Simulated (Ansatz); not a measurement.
# Structures of CdSi: which is lowest?

Plane-wave DFT in Ansatz with scalar-relativistic PAW potentials, cutoff 420 eV, Γ-centred meshes chosen by cell and gap, Gaussian smearing with energies taken to zero width. Every cell was relaxed (cell and atoms) in a run of its own, within the symmetry of its start. Functional: PBE.

Relaxed structures (starts from databases or built by putting these elements on another compound's sites):
A. Fm-3m, 2 atoms in the computed cell, a = 5.548 Å; sites (symmetry × multiplicity) Cd m-3m × 4, Si m-3m × 4; start: built
B. P6_3/mmc, 8 atoms in the computed cell, a = 4.288 Å, c = 10.915 Å; sites (symmetry × multiplicity) Cd -3m. × 2 + -6m2 × 2, Si 3m. × 4; start: built
C. P4/mmm, 2 atoms in the computed cell, a = 3.074 Å, c = 4.168 Å; sites (symmetry × multiplicity) Cd 4/mmm × 1, Si 4/mmm × 1; start: built

Question: Rank them by energy. Could pressure change the order?

Answer:
| structure | group | E − E(lowest) (meV/atom) | V (Å³/atom) | gap on mesh (eV) |
| --- | --- | --- | --- | --- |
| B | P6_3/mmc | 0.0 | 21.72 | 0.00 |
| C | P4/mmm | 104 | 19.69 | 0.00 |
| A | Fm-3m | 174 | 21.34 | 0.00 |

B is lowest, 104 meV/atom under C. C is denser by 2.03 Å³/atom, so pressure favours it: ΔE/ΔV, with ΔE in eV and 1 eV/Å³ = 160.2 GPa, gives about 8 GPa for equal enthalpy if both cells were rigid, a rough figure since the two compress differently. Other structures may lie lower than all of these, and vibrations aren't counted.